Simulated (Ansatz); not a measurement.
Data sheet: InSn$_{2}$Sb (DFT)

InSn2Sb:
Space group R3m, hexagonal axes (No. 160); a = b = 4.662 Å, c = 22.472 Å, α = β = 90.00°, γ = 120.00°

```json
[
 {"atom": "In", "site": "3a", "symmetry": "3m", "x": "0.0000", "y": "0.0000", "z": "0.0080"},
 {"atom": "Sb", "site": "3a", "symmetry": "3m", "x": "0.0000", "y": "0.0000", "z": "0.8794"},
 {"atom": "Sn", "site": "3a", "symmetry": "3m", "x": "0.0000", "y": "0.0000", "z": "0.4943"},
 {"atom": "Sn", "site": "3a", "symmetry": "3m", "x": "0.0000", "y": "0.0000", "z": "0.3682"}
]
```
(The calculation used a cell of 4 atoms; values per cell refer to that cell.)

Space group R3m (No. 160); conventional cell a = b = 4.6617 Å, c = 22.4719 Å, α = β = 90.00°, γ = 120.00°.

Method: PBEsol (plane waves, PAW; program Ansatz). Structure relaxed to zero pressure with the same functional. Other levels are named where they apply.

**Cell and energy**

* **Volume per atom**: 35.24 Å³
* **Density**: 5.58 g/cm³
* **Formation energy from the elements (no fitted shifts)**: 0.087 eV/atom

**Electronic structure**

Electronic character: metallic (no gap)
Density of states at the Fermi level: 0.29 states/eV per atom (mean over ±0.08 eV)

**Mechanics**

- Bulk modulus (Birch–Murnaghan fit) = 38.5 GPa
- Pressure derivative B′ = 4.4

The start of the workflow was typed in or built on a structure type; neither database checked (COD, Materials Project) lists it. Whether it is the stable phase at ambient conditions was not checked. The PBEsol relaxation kept the symmetry of its start; its stability against distortions is not shown here. The volume moved by 31 % from the start of the relaxation. The references are the lowest solids computed at this level, not always the standard phases. Scalar-relativistic: spin–orbit coupling is off unless named, which matters more the heavier the elements.

Potentials: the earlier of the program's two PAW sets. The files were generated under PBE; for other functionals the program regenerates the frozen cores, and for LDA and PBEsol the local potential too.
